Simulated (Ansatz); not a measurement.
Ge:
```
Ge
1.0
    0.00000     6.45812     6.45812
    6.45812     0.00000     6.45812
    6.45812     6.45812     0.00000
Ge
8
Direct
  0.57160   0.28521   0.57160
  0.96479   0.67840   0.67840
  0.57160   0.57160   0.28521
  0.67840   0.96479   0.67840
  0.57160   0.57160   0.57160
  0.67840   0.67840   0.67840
  0.28521   0.57160   0.57160
  0.67840   0.67840   0.96479
```

Relaxed with PBE. Special points in fractions of this cell's reciprocal vectors: Γ (0.000, 0.000, 0.000); X (0.500, 0.000, 0.500); U (0.625, 0.250, 0.625); K (0.375, 0.375, 0.750); L (0.500, 0.500, 0.500); W (0.500, 0.250, 0.750).

**Question.** List the band energies nearest the Fermi level at these points for the program Ansatz at the PBE level (PAW).

**Answer.** In eV from the Fermi level; about four levels below and three above (degenerate sets whole), none deeper than 8.9 eV; points with the same levels are listed once.

| k | below | above |
|---|---|---|
| Γ | -1.35 -1.35 -0.51 -0.51 -0.51 | 0.83 0.83 1.54 1.54 1.54 |
| X | -0.71 -0.71 -0.70 -0.70 | 0.32 0.32 1.31 1.31 |
| U | -0.90 -0.75 -0.68 -0.50 | 0.36 0.60 0.98 |
| L | -2.10 -2.10 -1.15 -1.15 | 0.01 0.01 0.08 0.08 |
| W | -0.73 -0.73 -0.70 -0.70 | 0.58 0.58 0.98 0.98 |

Space group Fd-3m. The start of the workflow was typed in or built on a structure type. Its sites differ from those of the usual phase in this space group: another stacking or structure type. Symmetry was held in the PBE relaxation; whether a distortion lowers the energy is not shown. The volume moved by 55 % from the start of the relaxation. Scalar-relativistic: spin–orbit coupling is off unless named, which matters more the heavier the elements.

Potentials: the later of the program's two PAW sets.
